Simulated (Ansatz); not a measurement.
## C: energy along a strain

C, Im-3m, a = 4.821 Å. This isn't the element's structure at ambient conditions. Ansatz: LDA, PAW, 420 eV, Γ-centred 8×8×8 mesh on 8 atoms, Gaussian smearing 0.05 eV; no spin polarisation. Cell vectors (Å): -2.410 2.410 2.410; 2.410 -2.410 2.410; 2.410 2.410 -2.410. The cell is strained by x per cent times the pattern (0 0 0 1 0 0) in the order xx yy zz yz xz xy (engineering shears), with fractional coordinates held. y is the free energy over the start, V0 = 7.002 Å³/atom. Symmetry makes y even in x.

```tsv
x (%)	y (meV/atom)
-4.00	?
-2.00	2.58
0.00	0.00
0.50	0.15
1.00	0.64
1.50	1.44
2.50	4.02
3.00	5.80
3.50	7.91
```

Problem. Fit y = c2 x² + c4 x⁴ to the other rows, get the stiffness along the pattern, and predict the missing energy.

Solution. Least squares on the rows shown. y = 0.6414 x² + 0.0003458 x⁴. The clamped-ion stiffness p·C·p = 2 × 6.414 eV × 160.2 / 7.002 Å³ = 293 GPa, which is C44 in these axes. At x = -4.00 the fit asked for gives 10.35 meV/atom. The run gave 10.35 meV/atom, the same to the digits shown.